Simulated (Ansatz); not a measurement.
Data sheet: MgTiNO (DFT)

MgTiNO:
```
MgTiNO
1.0
    2.96633     0.00000     0.00000
    0.00000     2.96633     0.00000
    0.00000     0.00000     4.33288
Ti N Mg O
1 1 1 1
Direct
  0.00000   0.00000   0.00000
  0.50000   0.50000   0.00000
  0.50000   0.50000   0.50000
  0.00000   0.00000   0.50000
```
The run is spin-polarised; directions of the spins, atom by atom: 0 0 0 0.

Space group P4/mmm (No. 123); conventional cell a = 2.9663 Å, b = 2.9663 Å, c = 4.3329 Å, α = 90.00°, β = 90.00°, γ = 90.00°.

Method: r²SCAN in the plane-wave PAW code Ansatz. The cell and atoms are relaxed at this level. Other levels are named where they apply.

### Cell and energy

```yaml
volume_per_atom: 9.53 Å³
density: 4.45 g/cm³
Formation energy from the elements (no fitted shifts): -2230 meV/atom
```

### Electronic structure

```yaml
electronic_character: metallic (no gap)
Density of states at the Fermi level: 0.34 states/eV per atom (mean over ±0.08 eV)
```

### Magnetism

```yaml
magnetic_order: ferromagnetic
net_moment: 0.03 μB per atom
```

### Mechanics

```yaml
Bulk modulus (Birch–Murnaghan fit): 212 GPa
Pressure derivative B′: 4.9
```

### Charges

```yaml
bader_charges: Ti +1.86, N -1.97, Mg +1.74, O -1.63 e
```

The start of the workflow was typed in or built on a structure type; neither database checked (COD, Materials Project) lists it. Whether it is the stable phase at ambient conditions was not checked. The cell was relaxed with r²SCAN under the symmetry of its start; its stability against distortions is not shown here. The final state is ferromagnetic, the only order run, not a proven ground state. The cell computed holds one magnetic atom, so no antiferromagnetic order was within reach. Other orbital occupations within this spin state were not tried. No Hubbard U is applied. The compound may be a true metal, but semilocal functionals without U, or a wrong spin order, can also close a gap. The references are the lowest solids computed at this level, not always the standard phases (solids in place of the gases).

Potentials: the earlier of the program's two PAW sets.
